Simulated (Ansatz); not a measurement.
SiO2 (P4_12_12), relaxed with PBEsol (Ansatz, an electronic-structure program, plane waves, PAW): a = b = 5.0306 Å, c = 7.0138 Å, α = β = γ = 90.00°.

| Item | Result |
|---|---|
| gap (eV) | 5.57 |
| ΔH_f (eV/atom) | -2.81 |
| B₀ by P(V) fit (GPa) | 13.1 |
| electron conductivity mass (mₑ) | 0.54 |

The same phase is relaxed and computed with r²SCAN in the same code. What are the cell and these values now?

a = b = 4.980 Å, c = 6.918 Å, α = β = γ = 90.00°.

* **gap (eV)**: 6.35
* **ΔH_f (eV/atom)**: -2.99
* **B₀ by P(V) fit (GPa)**: 14.9
* **electron conductivity mass (mₑ)**: 0.53

All cells were relaxed under the symmetry of their starts (and spin orders); stability against distortions was not tested throughout.

Potentials: the later of the program's two PAW sets.

Ansatz is a plane-wave DFT program.

Formation energies count from the lowest solids of the elements computed at the same level, not from gases.
